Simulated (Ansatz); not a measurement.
This cell of BiPt (NiAs type) is off equilibrium:

```
BiPt
1.0
    4.37788     0.00000     0.00000
   -2.18894     3.79135     0.00000
    0.00000     0.00000     5.54405
Bi Pt
2 2
Cartesian
 -0.25456   2.27301   0.66601
  2.18894   1.26378   4.15804
  0.00000   0.00000   2.77202
  0.00000   0.00000   0.00000
```

All values below come from r2SCAN (plane waves to 500 eV, PAW, scalar-relativistic; Ansatz, an electronic-structure program). k mesh 10×10×7 (Γ-centred), Fermi-Dirac smearing 0.05 eV. Energies are smeared free energies. Stress and pressure are positive under compression. With partly filled bands, energies and forces of such displacements shift with the k mesh and the smearing. BiPt is run without spin polarisation. BiPt was relaxed with its symmetry unable to fall. Spin-orbit coupling is left out, though Bi and Pt are heavy.

### Question
Predict the force on every atom, in eV/Å.

### Answer
```
atom      Fx      Fy      Fz
----  ------  ------  ------
Bi1    1.860   3.860   4.457
Bi2   -0.578  -0.426  -2.674
Pt3   -0.043   0.016  -0.260
Pt4   -1.238  -3.450  -1.523
```

### Question
Give the stress tensor in GPa and the pressure.

### Answer
```
   10.3     -4.5      3.7
   -4.5     23.2      5.8
    3.7      5.8      4.8
```
The pressure, a third of the trace, is 12.7 GPa.

### Question
In it atom 1 sits (-0.255, -0.255, -0.720) Å away from its relaxed site. What is its energy relative to the relaxed cell?

### Answer
2063 meV/cell.

(For displaced atoms, the force is minus the slope of the energy, and its curvature is a force constant, which sets phonon frequencies.)
